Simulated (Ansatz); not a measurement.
The relaxed structure here is a generated cell of Pb: the first start was made by placing the elements on the sites of a structure type, and the end was not matched to a known phase here, so it may be hypothetical. Known forms of Pb include space group No. 225.

One starting cell of Pb (a generated cell, Pb placed in the AFLOW prototype A_oP8_62_2c (A_c)) was relaxed twice with Ansatz (plane waves, PAW, scalar-relativistic): with PBEsol at 420 eV and with PBE at 420 eV. The PBEsol result:

```xyz
1
Lattice="-2.0601 2.0601 1.7676 2.0601 -2.0601 1.7676 2.0601 2.0601 -1.7676" Properties=species:S:1:pos:R:3 pbc="T T T"
Pb     0.0000     0.0000     1.7676
```

```json
[
 {"quantity": "space group", "PBEsol": "I4/mmm", "PBE": "I4/mmm"},
 {"quantity": "volume (Å³/atom)", "PBEsol": "30.01", "PBE": "32.05"},
 {"quantity": "a (Å)", "PBEsol": "4.120", "PBE": "4.225"},
 {"quantity": "c (Å)", "PBEsol": "3.535", "PBE": "3.592"},
 {"quantity": "gap (eV, no spin-orbit coupling)", "PBEsol": "0.00", "PBE": "0.00"}
]
```

Both levels end in the same structure; PBE's volume is 6.8 % larger. Neither column is exact.

No spin polarisation in the result.

The run could not lose the symmetry of its start, so the end can be a saddle point.

Ansatz is a quantum-chemistry and plane-wave program.
